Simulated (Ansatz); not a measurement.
# Zn: from a starting cell to a relaxed one

The start is a generated cell, Zn built in the simple-cubic structure type. A full variable-cell relaxation at zero pressure is run with PBE (plane waves to 420 eV, PAW, scalar-relativistic; Ansatz, a quantum-chemistry and plane-wave program). The first steps use a coarse 13×13×13 k-mesh.

The start:
```
CELL_PARAMETERS angstrom
      2.56831     0.00000     0.00000
      0.00000     2.56831     0.00000
      0.00000     0.00000     2.56831
ATOMIC_POSITIONS crystal
  Zn 0.00000 0.00000 0.00000
```

Problem. How much energy is released per atom?

Solution. 0.01 eV/atom.

Problem. How does the volume per atom move from start to end?

Solution. +7.4 %, from 16.94 to 18.20 Å³/atom.

The space group stays Pm-3m (No. 221) (the run could not lower it); the end is simple cubic type, with 1 atom in the primitive cell. Final values are on a 18×18×18 k-mesh of the relaxed cell. No spin polarisation in the result.

The run could not lose the symmetry of its start: the end is stationary, and may be a saddle point rather than a minimum.

The relaxed structure here is a generated cell of Zn: the first start was made by placing the elements on the sites of a structure type, and the end was not matched to a known phase here, so it may be hypothetical. Known forms of Zn include space group No. 194.
